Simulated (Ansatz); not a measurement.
Problem. Name crystals whose computed values (plane-wave PAW PBE (Ansatz code)) fall in these windows: electron conductivity mass (mₑ) 2.6 to 3.2; gap (eV) 0.94 to 1.2.

Solution. 

```
crystal                                              electron conductivity mass (mₑ)  gap (eV)
---------------------------------------------------  -------------------------------  --------
FeBiO3, Ima2 (Bi on 4b, Fe on 4a, O on 8c, O on 4b)                              2.8      1.05
```
Others may fit too.

Spin orders computed, not proven ground states: FeBiO3, Ima2 (Bi on 4b, Fe on 4a, O on 8c, O on 4b) antiferromagnetic. Typed or built starts, not in the databases checked: FeBiO3, Ima2 (Bi on 4b, Fe on 4a, O on 8c, O on 4b). Not the usual ambient phase: FeBiO3, Ima2 (Bi on 4b, Fe on 4a, O on 8c, O on 4b). The cell was relaxed under the symmetry of its start. Cells of antiferromagnets are given as chemical subcells. No Hubbard U is applied. Spin–orbit coupling is left out wherever it is not named.

Potentials: the earlier of the program's two PAW sets.
